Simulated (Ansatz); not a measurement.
# SnPb2O3 (P4/nmm) at 3 levels of theory

One geometry, relaxed with PBE; plane waves with PAW potentials in Ansatz, scalar-relativistic. No spin polarisation. Gaps are the least over mesh and band path; pressure is positive in compression.

```
Sn Pb O
1.0
     3.98710    0.00000    0.00000
     0.00000    3.98710    0.00000
     0.00000    0.00000   16.40800
Sn Pb O
2 4 6
Direct
  0.00000 0.50000 0.74131
  0.50000 0.00000 0.25869
  0.00000 0.50000 0.07409
  0.00000 0.50000 0.40125
  0.50000 0.00000 0.92591
  0.50000 0.00000 0.59875
  0.00000 0.00000 0.67333
  0.00000 0.00000 0.00000
  0.00000 0.00000 0.32667
  0.50000 0.50000 0.67333
  0.50000 0.50000 0.00000
  0.50000 0.50000 0.32667
```

```tsv
level	cutoff (eV)	k mesh	gap (eV)	pressure (GPa)
PBE	420	8×8×2	1.13	0.0
r2SCAN	500	8×8×2	1.33	-3.1
PBEsol	420	8×8×2	1.06	-3.2
```

Spin-orbit coupling matters for the bands of heavy elements and is left out. The cell holds layers, chains or molecules and no dispersion correction was added, so their binding is poorly described.

It was reached by relaxing an invented guess, and it needn't be the stable form of this composition.
